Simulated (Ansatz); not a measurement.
## Vibrational response of SiP₇

All numbers below come from Ansatz, DFT PBE, scalar-relativistic, plane waves, PAW. Plane waves to 420 eV; Γ-centred k mesh 6×6×6; Gaussian smearing of 0.10 eV. No spin polarisation. Phonons by linear response, acoustic sum rule imposed.

Relaxed structure:
```
Si P
1.0
     3.46310    1.99942    3.19428
    -3.46310    1.99942    3.19428
     0.00000   -3.99884    3.19428
Si P
1 7
Direct
  0.01660 0.01660 0.01660
  0.50358 0.00773 0.50358
  0.55110 0.55110 0.55110
  0.00773 0.50358 0.50358
  0.50358 0.50358 0.00773
  0.05703 0.55035 0.05703
  0.55035 0.05703 0.05703
  0.05703 0.05703 0.55035
```

The structure comes from a proposed guess, relaxed at this level; another structure or a mixture of phases may lie lower. In a metal, frequencies depend on the k mesh and the smearing, soft modes most.

**Question.** Is this structure stable against zone-centre distortions?

**Answer.** Yes, at Γ: no optical mode is imaginary. Strains and other wave vectors aren't tested by this run.

**Question.** List the optical modes at Γ (i marks imaginary ones).

**Answer.**
| frequency (cm⁻¹) | degeneracy |
| --- | --- |
| 160 | 2 |
| 165 | 1 |
| 167 | 2 |
| 169 | 1 |
| 221 | 1 |
| 226 | 2 |
| 278 | 2 |
| 304 | 1 |
| 318 | 2 |
| 326 | 1 |
| 341 | 2 |
| 354 | 1 |
| 367 | 2 |
| 402 | 1 |
